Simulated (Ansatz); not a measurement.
# TiC (Fm-3m), a sublattice moved along a line

Level of theory: Ansatz 0.2.0, DFT PBEsol, scalar-relativistic, plane waves, PAW. Cutoff 420 eV, Γ-centred 18×18×18 k-points, Gaussian smearing of 0.15 eV. No spin polarisation. Energies are free energies at this smearing, counted from the undisturbed cell; pressure is positive in compression.

Zero of the scan (as given, not relaxed at this level; it stands at -6.1 GPa):

```
Ti C
1.0
     0.00000    2.16400    2.16400
     2.16400    0.00000    2.16400
     2.16400    2.16400    0.00000
Ti C
1 1
Direct
  0.00000 0.00000 0.00000
  0.50000 0.50000 0.50000
```

Every C atom is moved by x along the Cartesian unit vector (0.000, 1.000, 0.000); the cell and all other atoms stay fixed. The cell is metallic on the mesh throughout.

```tsv
x (Å)	ΔE (meV/cell)
-0.1000	46.3
-0.0500	11.7
0.0000	0.0
0.0125	0.7
0.0250	2.9
0.0375	6.6
0.0625	18.3
0.0750	26.2
0.0875	35.6
```

**Question.** Predict the force along x on the moved atoms (eV/Å) at each point.

**Answer.**
| x (Å) | force along x on the moved atoms (eV/Å) |
| --- | --- |
| -0.1000 | 0.91 |
| -0.0500 | 0.47 |
| 0.0000 | 0.00 |
| 0.0125 | -0.12 |
| 0.0250 | -0.23 |
| 0.0375 | -0.35 |
| 0.0625 | -0.58 |
| 0.0750 | -0.69 |
| 0.0875 | -0.80 |